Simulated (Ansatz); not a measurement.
A: AlAs (zinc blende), a = b = c = 5.728 Å, α = β = γ = 90.00°
B: CoSi2 (fluorite type, space group Fm-3m), a = 5.3603 Å, b = 5.3603 Å, c = 5.3603 Å, α = 90.00°, β = 90.00°, γ = 90.00°
C: CdSe (zinc blende), a = b = c = 6.1964 Å, α = β = γ = 90.00°

Scan: energy over volume and axial ratio (atoms clamped). All come from one method, each on a k mesh of its own. All were relaxed with their symmetry unable to fall. CoSi2 is run without spin polarisation. The PAW data are Ansatz's earlier set.

Q: Rank these by shear modulus C′ = (C11 − C12)/2 (fitted) (highest first), as PBE (plane waves to 420 eV, PAW, scalar-relativistic; Ansatz, a program for electronic structure) gives it.

A: B (43 GPa), A (27 GPa), C (9 GPa)

(A scan under strain: stresses follow from slopes of the energy per volume, elastic moduli from its curvatures.)
